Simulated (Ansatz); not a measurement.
**SiO₂: excitons and shallow donors from band masses and screening**

These are results of DFT r2SCAN, scalar-relativistic, plane waves, PAW in Ansatz 0.2.0, not measurements.

Settings: cutoff 500 eV, Γ-centred mesh 4×4×4 on the computed 18-atom cell, Gaussian smearing of 0.02 eV; no spin polarisation.

Relaxed cell: Im-3m, a = 8.937 Å, b = 8.937 Å, c = 8.937 Å, α = 90.00°, β = 90.00°, γ = 90.00°, 18 atoms in the primitive cell. This form isn't the usual stable structure of the compound.

The calculation gives a Kohn–Sham gap of 6.24 eV, an electron mass of 0.644 mₑ and a hole mass of 4.01 mₑ (harmonic means over x, y, z and over the bands degenerate at each edge), and ε∞ = 1.89 (independent particles, mean of the diagonal).

**Question.** Estimate the binding energy and radius of a Wannier–Mott exciton and of a shallow donor, and say whether the hydrogenic model can hold.

**Answer.** The reduced mass is μ = mₙmₕ/(mₙ + mₕ) = 0.555 mₑ, with mₙ and mₕ the band masses. With E_b = 13.606 eV × μ/ε² and a = 0.529 Å × ε/μ (μ in mₑ) the exciton has E_b = 2112 meV and a = 1.8 Å. For a donor μ is the electron mass: 2451 meV and 1.6 Å. The radius isn't large against the shortest lattice vector (7.74 Å), so the continuum picture is doubtful and the numbers are only a scale. In a polar crystal the ions screen too, so a state bound more weakly than an optical phonon feels the larger static constant, which lowers the energy and widens the orbit. The other way, the small Kohn–Sham gap and the missing local fields make ε∞ too large and the masses tend to be too light, which underbinds.

Cost: 4 runs of about 16 core-minutes in all, on Oxide Virtual Turin-like Processor (Zen 5) (shared hosts).